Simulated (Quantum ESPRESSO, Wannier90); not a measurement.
# Ge$_{2}$Mo (I4/mmm): Wannier90 run

```
begin unit_cell_cart
ang
    0.0000000000   -3.3201900000    0.0000000000
    3.3201900000    0.0000000000    0.0000000000
   -1.6600950000    1.6600950000    4.0931900000
end unit_cell_cart
begin atoms_frac
Ge  -0.3383300000 -0.3383300000  0.3233400000
Ge   0.3383300000  0.3383300000 -0.3233400000
Mo   0.0000000000  0.0000000000  0.0000000000
end atoms_frac
```

Structure: Materials Project mp-10201, symmetrised, not relaxed again. Not found in the COD (Crystallography Open Database) copy used, which has the formula in other groups; not checked further. Method: PBEsol plane waves in Quantum ESPRESSO 7.5 (PseudoDojo norm-conserving files, 64 Ry, spinors with spin-orbit coupling), Bloch states on a 6×6×6 mesh through Γ, Wannier90 4.0.1. Density: 10×10×10 mesh, cold smearing 0.01 Ry.

A tight-binding model is made by disentanglement and projection with no localisation steps (num_iter = 0), so the 34 orbitals stay atom-like: hydrogen-like Ge: s;p; Mo: s;p;d, axes along x, y, z; frozen window up to 1.50 eV relative to the Fermi level. It follows pw.x to 9.5 meV rms for states up to 1.0 eV relative to the Fermi level. Matrix elements depend on this choice of orbitals and windows.

The 20 largest hoppings ⟨m,0|H|n,R⟩ between different sites (one of each Hermitian pair; signs follow the real orbitals' lobes; the list may end inside a set of equal values):

| m | n | R | distance of the centres (Å) | t (eV) | Im t (eV) |
|---|---|---|---|---|---|
| Ge2 pz↑ | Ge1 pz↑ | 1 1 0 | 2.43 | 3.168 | 0.000 |
| Ge2 pz↓ | Ge1 pz↓ | 1 1 0 | 2.43 | 3.168 | 0.000 |
| Ge1 pz↑ | Mo3 pz↑ | 0 0 1 | 2.88 | 2.280 | 0.000 |
| Ge1 pz↓ | Mo3 pz↓ | 0 0 1 | 2.88 | 2.280 | 0.000 |
| Mo3 pz↑ | Ge2 pz↑ | 0 0 1 | 2.88 | 2.280 | 0.000 |
| Mo3 pz↓ | Ge2 pz↓ | 0 0 1 | 2.88 | 2.280 | 0.000 |
| Ge1 pz↑ | Mo3 dz2↑ | 0 0 1 | 2.88 | -1.704 | 0.000 |
| Ge1 pz↓ | Mo3 dz2↓ | 0 0 1 | 2.88 | -1.704 | 0.000 |
| Mo3 dz2↑ | Ge2 pz↑ | 0 0 1 | 2.88 | 1.704 | 0.000 |
| Mo3 dz2↓ | Ge2 pz↓ | 0 0 1 | 2.88 | 1.704 | 0.000 |
| Ge1 s↑ | Mo3 pz↑ | 0 0 1 | 2.78 | 1.704 | 0.000 |
| Ge1 s↓ | Mo3 pz↓ | 0 0 1 | 2.78 | 1.704 | 0.000 |
| Mo3 pz↑ | Ge2 s↑ | 0 0 1 | 2.78 | -1.704 | 0.000 |
| Mo3 pz↓ | Ge2 s↓ | 0 0 1 | 2.78 | -1.704 | 0.000 |
| Ge2 s↑ | Ge1 pz↑ | 1 1 0 | 2.53 | 1.597 | 0.000 |
| Ge2 s↓ | Ge1 pz↓ | 1 1 0 | 2.53 | 1.597 | 0.000 |
| Ge2 pz↑ | Ge1 s↑ | 1 1 0 | 2.53 | -1.597 | 0.000 |
| Ge2 pz↓ | Ge1 s↓ | 1 1 0 | 2.53 | -1.597 | 0.000 |
| Mo3 px↑ | Mo3 px↑ | 0 1 0 | 3.32 | 1.501 | 0.000 |
| Mo3 px↓ | Mo3 px↓ | 0 1 0 | 3.32 | 1.501 | 0.000 |
